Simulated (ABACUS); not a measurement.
A self-consistent single point of SnO2 (Pnnm, 6 atoms in the cell; from Materials Project mp-550172, changed as shown).

```yaml
crystal:
  lattice:
    - [4.86716, 0.00000, 0.00000]
    - [0.00000, 4.94703, 0.00000]
    - [0.00000, 0.00000, 3.29448]
  atoms:
    - { symbol: Sn, position: [0.50000, 0.50000, 0.50000] }
    - { symbol: Sn, position: [0.00000, 0.00000, 0.00000] }
    - { symbol: O, position: [0.29185, 0.32104, 0.00000] }
    - { symbol: O, position: [0.70815, 0.67896, 0.00000] }
    - { symbol: O, position: [0.79185, 0.17896, 0.50000] }
    - { symbol: O, position: [0.20815, 0.82104, 0.50000] }
```

Computed with LDA (PW92), PseudoDojo 0.4 standard norm-conserving LDA (tails mended) pseudopotentials (plane waves; ABACUS).

ABACUS settings:

```
key                                                                   value
---------------  ----------------------------------------------------------
KPT                                                       Gamma 4 4 6 0 0 0
basis_type                                                               pw
dft_functional                                                        PWLDA
ecutwfc                                                               84 Ry
smearing_method                                                          fd
smearing_sigma                                               0.000734986 Ry
potentials       PseudoDojo 0.4 standard norm-conserving LDA (tails mended)
symmetry                                                                  1
ks_solver                                                                cg
scf_nmax                                                                100
scf_thr                                                          1.0e-09 Ry
mixing_type                                                           pulay
```

Results:

```
Property                                                 Result
------------------------------------------------  -------------
Number of valence electrons                                  52
Number of bands                                              36
Number of k-points after the program's reduction             36
Number of plane waves (most at a k-point)                  6996
Number of SCF iterations                                     19
FFT grid                                           54 × 60 × 40
Free energy E − TS                                -6074.2848 eV
Top of the valence band (on the code's own zero)        7.70 eV
Gap on the k-point mesh                                 0.39 eV
Pressure                                             -17.55 GPa
Largest force (vector length)                        0.311 eV/Å
```

Forces (eV/Å):
| atom | Fx | Fy | Fz |
|---|---|---|---|
| Sn1 | 0.000 | 0.000 | 0.000 |
| Sn2 | 0.000 | 0.000 | 0.000 |
| O3 | 0.296 | 0.094 | 0.000 |
| O4 | -0.296 | -0.094 | 0.000 |
| O5 | 0.296 | -0.094 | 0.000 |
| O6 | -0.296 | 0.094 | 0.000 |

Stress (GPa, positive for compression):
```
-16.18    0.00    0.00
  0.00  -16.36    0.00
  0.00    0.00  -20.10
```

The gap is read on the k-point mesh of the run and can differ from the gap over the whole zone at this level.

For comparison: a first run was changed to give this one (lattice scaled by 1.02), and from it to this one the free energy goes up by 64.6 meV/atom, the pressure goes from -9.10 to -17.55 GPa, the largest force goes from 0.142 to 0.311 eV/Å and the gap on the mesh goes from 0.761 to 0.387 eV.

The structure comes from a collection of computed structures, made at another level of theory; the collection holds predicted forms beside known ones. Its lattice was then scaled.

Cost on one core: roughly 5 core-minutes.

“Tails mended”: in these copies of the files the far tail of each local potential was reset to the Coulomb form.
